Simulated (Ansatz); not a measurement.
Al₂O₃:
Space group R-3c, hexagonal axes (No. 167); a = b = 4.7292 Å, c = 12.8910 Å, α = β = 90.00°, γ = 120.00°

| atom | site | symmetry | x | y | z |
|---|---|---|---|---|---|
| Al | 12c | 3. | 0.0000 | 0.0000 | 0.1480 |
| O | 18e | .2 | 0.3059 | 0.3059 | 0.7500 |
(The calculation used a cell of 10 atoms; values per cell refer to that cell.)

Relaxed with LDA.

Question: Decompose the optical modes at the zone centre into irreducible representations, and say which are infrared and Raman allowed.

Answer: Point group -3m: Γ_opt = 2A1g + 2A1u + 3A2g + 2A2u + 5Eg + 4Eu. Infrared: A2u, Eu. Raman: A1g, Eg.

Question: Assign frequencies (DFPT, plane-wave PAW LDA (Ansatz code); without the LO–TO term).

Answer: A2g 309, Eg 373, Eu 388, A2u 395, A1g 418, Eg 434, Eu 438, Eg 445, A2g 526, Eu 574, Eg 576, A2u 586, A1u 602, Eu 631, A1g 641, A1u 690, Eg 749, A2g 750 cm⁻¹.

Symmetry was held in the LDA relaxation; phonons on a q-mesh show no instability.

Potentials: the later of the program's two PAW sets.
